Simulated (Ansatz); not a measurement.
## Stationary points along a deformation path in SrMg

Level of theory: Ansatz, DFT PBEsol, scalar-relativistic, plane waves, PAW. Cutoff 420 eV, Γ-centred 15×15×15 k-points, Gaussian smearing of 0.15 eV. No spin polarisation. Energies are free energies at this smearing, counted from the undisturbed cell; pressure is positive in compression.

Reference structure (as given, not relaxed at this level; it stands at -0.6 GPa, and it needn't be the usual structure):

```
Sr Mg
1.0
     2.04181    1.17884    5.52242
    -2.04181    1.17884    5.52242
     0.00000   -2.35768    5.52242
Sr Mg
1 1
Cartesian
  0.0000 0.0000 8.2836
  0.0000 0.0000 0.0000
```

At fixed volume and fractional coordinates, lengths along (0.000, 0.000, 1.000) are scaled against those across it; ρ is that ratio over its starting value. V = 39.877 Å³/atom. Δσ is the stress along the axis less the mean stress across it (compression positive).

| ρ | ΔE (meV/atom) | Δσ (GPa) | space group |
| --- | --- | --- | --- |
| 0.850 | 40.4 | 1.84 | R-3m |
| 0.920 | 17.4 | 1.60 | R-3m |
| 0.960 | 7.1 | 1.29 | R-3m |
| 1.000 | 0.0 | 0.79 | R-3m |
| 1.100 | 0.9 | -1.09 | R-3m |
| 1.200 | 30.9 | -3.06 | R-3m |

**Question.** How does the stress give the slope of the energy, and where is the energy stationary?

**Answer.** Along the path d ln(length) is 2/3 d ln ρ on the axis and −1/3 d ln ρ across it, so dE/d ln ρ = −(2/3) V Δσ: the energy falls with ρ where Δσ is positive. Δσ vanishes or changes sign between ρ = 1.000 and 1.100, a minimum (near 1.04 by linear interpolation). Pairs of stationary points between two samples would go unseen, and could change a minimum read from distant neighbours into a maximum.

**Question.** Integrate that slope from ρ = 1 to 0.850 by the trapezoid rule.

**Answer.** With V/N in Å³ and 1 eV/Å³ = 160.2 GPa the slopes at ρ = 1.000, 0.960, 0.920, 0.850 are -131, -213, -266, -304 meV/atom per unit of ln ρ. The steps add 7.0 + 10.2 + 22.6 = 39.8 meV/atom, against 40.4 from the energies; the trapezoid rule misses the curvature of the slope within each step.

In a metal these slopes depend on the k mesh and the smearing.